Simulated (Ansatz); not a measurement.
**Ni, single point**

System: Ni, a measured crystal structure (space group Fm-3m); the cell holds 1 atom. The computed pressure is over 10 GPa in size, so the cell is far from the computed equilibrium volume. Source: COD entry 2102290; it may be a high-temperature, high-pressure or metastable form.

The calculation used Ansatz, DFT, LDA, PAW, plane waves, scalar-relativistic.

The input:

```yaml
crystal:
  lattice:
    - [0.0, 1.7728, 1.7728]
    - [1.7728, 0.0, 1.7728]
    - [1.7728, 1.7728, 0.0]
  atoms:
    - { symbol: Ni, position: [0.0, 0.0, 0.0], spin: 2.0 }
magnetization:
  spin_polarized: true
hamiltonian:
  xc: lda
  pseudopotentials: { kind: paw }
basis:
  ecutwfc: 420
kpoints:
  mp_grid: { grid: [13, 13, 13] }
scf:
  occupations: { method: fermi_dirac, width: 0.05 }
  lower_state_search: "off"
  max_iter: 50
output:
  forces: true
  stress: true
```

Launched as:
```sh
ansatz run input.yaml --threads 2 --pin off --max-ram 5120MiB --backend cpu --events-out ev --progress --plain --runs-dir out
```

Program output, abridged:

```
Pseudopotentials: kind: paw
Pseudopotential: Ni, paw, valence charge 18, recommended cutoff 420 eV (normal), Ni.paw.azcp
Functional definition: SPW92
Crystal: 1 atoms, lattice volume = 11.143 Å³
Basis set: ecut = 420 eV, 229 PW (Γ)
Bands: 14, of which v1, the nominal top of the filled ones, is band 9 counted from 1 (8 counted from 0)
Symmetry: 48 space group operations
Space group: Fm-3m (ITA 225), of the structure as read, at distance tolerance 2.2e-5 Å
Magnetic group: BNS 225.116 (UNI 1618), of the structure as read, at distance tolerance 2.2e-5 Å
k-points: 84 of 2197
Non-local potential: Ni, projectors of the file, l = 0: 3, l = 1: 2, l = 2: 3, l = 3: 1
PAW frozen core: Ni, regenerated for the run's functional, and the local potential with it (the file was generated under x = pbe(κ = 0.804, μ = 0.2195149727645171), c = pbe(β = 0.06672455060314922))
Initial density: superposition of atomic densities (chi_scale 0.1, normalization cell)
Starting moments: Σ|m| = 2 μB on 1 of 1 site
Initial wavefunctions: pseudopotential atomic-orbital guess
Functional: x = slater, c = lda
iter 1 solved again at ethr=4.39e-5 eV; its pass at ethr=3.10e-3 eV (dr2=7.91e-3 eV) is discarded
SCF iter   1: F=—  HF=-5773.037112 eV  |F-HF|=—  |Δ(HF+E_count)|=         —  Δρ=1.23e-1 (↑1.23e-1 ↓1.17e-1)  dr2=8.30e-3  dr2_m=1.46e0  M=0.951 μB ∫|m|=1.038 μB  β_m=0.30  ethr=4.39e-5  ⟨swp⟩=1.0  Hψ=15922  notcnv=0
Mixer restart at iter 1: flushing history
preconditioner: auto → none  [metal: Δε(μ)=0.009 eV  Ē_g=16.532 eV  σ=0.050 eV  W_gap=0.04  n_scr=0 (ndim 8)  ℏωp=35.2 eV  f_vac=0.000  D(μ)=1.53/eV (n_scr^D=14)]
spin-set hold released at iteration 1 (the charge has settled, or the pull on large starting moments outlasts its swing): the magnetisation degrees of freedom join the quasi-Newton model from the next iteration; the mixer history was flushed
SCF iter   2: F=—  HF=-5773.141279 eV  |F-HF|=—  |Δ(HF+E_count)|=   1.04e-1  Δρ=1.03e-1 (↑8.71e-2 ↓1.03e-1)  dr2=1.95e-2  dr2_m=9.21e-1  M=0.878 μB ∫|m|=0.972 μB  β_m=0.61  ethr=4.39e-5  ⟨swp⟩=2.5  Hψ=4305  notcnv=0
SCF iter   3: F=—  HF=-5773.728841 eV  |F-HF|=—  |Δ(HF+E_count)|=   5.88e-1  Δρ=1.02e-1 (↑1.02e-1 ↓7.95e-2)  dr2=1.98e0  dr2_m=1.29e-2  M=0.701 μB ∫|m|=0.795 μB  β_m=0.43  ethr=4.39e-5  ⟨swp⟩=3.8  Hψ=7155  notcnv=0
SCF iter   4: F=—  HF=-5773.305949 eV  |F-HF|=—  |Δ(HF+E_count)|=   4.23e-1  Δρ=6.25e-3 (↑6.25e-3 ↓4.58e-3)  dr2=6.86e-4  dr2_m=2.42e-3  M=0.626 μB ∫|m|=0.716 μB  β_m=0.72  ethr=4.39e-5  ⟨swp⟩=3.4  Hψ=7038  notcnv=0  defer=57
SCF iter   5: F=—  HF=-5773.307359 eV  |F-HF|=—  |Δ(HF+E_count)|=   1.41e-3  Δρ=2.43e-3 (↑2.43e-3 ↓1.73e-3)  dr2=1.51e-4  dr2_m=3.65e-4  M=0.626 μB ∫|m|=0.701 μB  β_m=0.86  ethr=3.81e-6  ⟨swp⟩=2.0  Hψ=4335  notcnv=0  defer=58
SCF iter   6: F=—  HF=-5773.307887 eV  |F-HF|=—  |Δ(HF+E_count)|=   5.28e-4  Δρ=1.11e-3 (↑1.11e-3 ↓5.23e-4)  dr2=1.57e-4  dr2_m=9.33e-6  M=0.627 μB ∫|m|=0.693 μB  β_m=0.88  ethr=8.41e-7  ⟨swp⟩=2.0  Hψ=3387  notcnv=0  defer=58
SCF iter   7: F=—  HF=-5773.307858 eV  |F-HF|=—  |Δ(HF+E_count)|=   2.87e-5  Δρ=6.35e-5 (↑5.22e-5 ↓6.35e-5)  dr2=6.76e-7  dr2_m=6.08e-8  M=0.626 μB ∫|m|=0.691 μB  β_m=0.94  ethr=8.41e-7  ⟨swp⟩=2.1  Hψ=3062  notcnv=0  defer=58
SCF iter   8: F=—  HF=-5773.307857 eV  |F-HF|=—  |Δ(HF+E_count)|=   1.28e-6  Δρ=1.31e-5 (↑6.19e-6 ↓1.31e-5)  dr2=2.61e-9  dr2_m=9.21e-9  M=0.626 μB ∫|m|=0.691 μB  β_m=0.97  ethr=5.56e-10  ⟨swp⟩=3.0  Hψ=8546  notcnv=0
SCF iter   9: F=-5773.307857 eV  HF=-5773.307857 eV  |F-HF|=1.58e-10  |Δ(HF+E_count)|=   1.02e-9  Δρ=2.96e-6 (↑1.09e-6 ↓2.96e-6)  dr2=2.35e-10  dr2_m=4.05e-10  M=0.626 μB ∫|m|=0.691 μB  ethr=1.45e-11  ⟨swp⟩=2.0  Hψ=6411  notcnv=0
SCF 1 converged in 9 iterations: F = -5773.307857 eV  dr2 = 2.35e-10
  greatest PAW one-centre occupation: 1.002 electrons in one spin orbital (limit 2), on the Ni atom at site 0 (counted from 0), in its partial waves of l = 1
SCF converged after 9 iterations
Magnetization: 0.6261 μB (9.3130 up, 8.6870 down)
Absolute magnetization: 0.6918 μB (∫|ρ↑−ρ↓|, with the PAW one-centre terms)
Spin contamination: 0.0046 ħ² per cell (⟨S²⟩ above its minimum at these occupations)
Per-site moments (μB) at R_I (Å): [(0.6545, 1.0341)]
Free energy (F): -5773.307857 eV
Harris-Foulkes:  -5773.307857 eV  (|F-HF|=1.58e-10)
Internal energy: -5773.293453 eV  (E = F + TS)
E sigma→0 (E₀):  -5773.300655 eV
Entropy (-TS):   -0.014404 eV (-14.404 meV/atom)
Fermi energy:    17.173459 eV
--- Per-component energies (eV) ---
  E_band       = -296.985627
  E_kinetic    = 282.316861
  E_local      = -3478.265165  (includes V_loc(G=0)·N_el)
  E_nonlocal   = 638.559305
  E_hartree    = 1447.394319
  E_xc         = -84.270829
  E_vxc        = -109.083555  (∫ρ·V_xc dr)
  E_paw        = -1562.962239  (= ΣΔE_a)
  E_vpaw       = -525.303216  (= ΣTr[D̂ρ^β])
  E_aug_tail   = 0.000324  (compensation charges beyond the density's cutoff)
  E_ewald      = -3016.500148
  E_core_change = 0.434120  (= ΣΔE_core)
  E_smearing   = -0.014404  (= −TS)
  E_closure    = 0.000000  (closes the sum)
  Σ components = -5773.307857   (vs F -5773.307857, Δ=0.00e0)
--- Forces (eV/Å), atoms counted from 1 ---
  atom   1  Ni     0.00000000     0.00000000     0.00000000
  max |Σ_I F_I| component: 7.40e-32 eV/Å
--- Stress (GPa, compression-positive) ---
      -20.776236      -0.000000       0.000000
       -0.000000     -20.776236      -0.000000
        0.000000       0.000000     -20.776236
  P = ⅓ Tr σ = -20.7762 GPa (-207.762 kbar)
```

A small moment in a metal is sensitive to the mesh and the smearing. With one magnetic atom in the cell its copies can only be parallel; orders in a larger cell may lie lower. Only one magnetic start was run, with no search, so the state need not be the lowest.

The run took 1.6 s on 2 threads of Arm Neoverse V1, with other jobs on the host, peak memory 0.26 GiB.
